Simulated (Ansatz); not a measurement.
TeAs: energy along a strain

TeAs, Fm-3m, a = 5.935 Å (as given, not relaxed at this level: -5.5 GPa). The structure is a Materials Project entry; whether it is the stable form wasn't checked. Ansatz: PBEsol+D3(BJ), PAW, 420 eV, Γ-centred 14×14×14 mesh on 2 atoms, Gaussian smearing 0.15 eV; no spin polarisation. Cell vectors (Å): 0.000 2.968 2.968; 2.968 0.000 2.968; 2.968 2.968 0.000. The cell is strained by x per cent times the pattern (1 1 0 0 0 0) in the order xx yy zz yz xz xy (engineering shears), with fractional coordinates held. y is the free energy over the start, V0 = 26.136 Å³/atom.

```tsv
x (%)	y (meV/atom)
-2.00	?
-1.50	-21.28
-1.00	-15.47
-0.50	-8.34
0.00	0.00
0.50	9.49
1.00	20.05
1.50	31.62
1.75	37.77
2.00	44.16
```

Q: Fit y = c1 x + c2 x² + c3 x³ to the other rows, get the stiffness along the pattern, and predict the missing energy.

A: Least squares on the rows shown. y = 17.845 x + 2.2981 x² − 0.091450 x³. The clamped-ion stiffness p·C·p = 2 × 22.98 eV × 160.2 / 26.136 Å³ = 282 GPa (second derivative at the start, which stands under stress). At x = -2.00 the fit asked for gives -25.77 meV/atom. The run gave -25.70 meV/atom, so the fit is 0.07 meV/atom too low, a small miss on the scale of the series.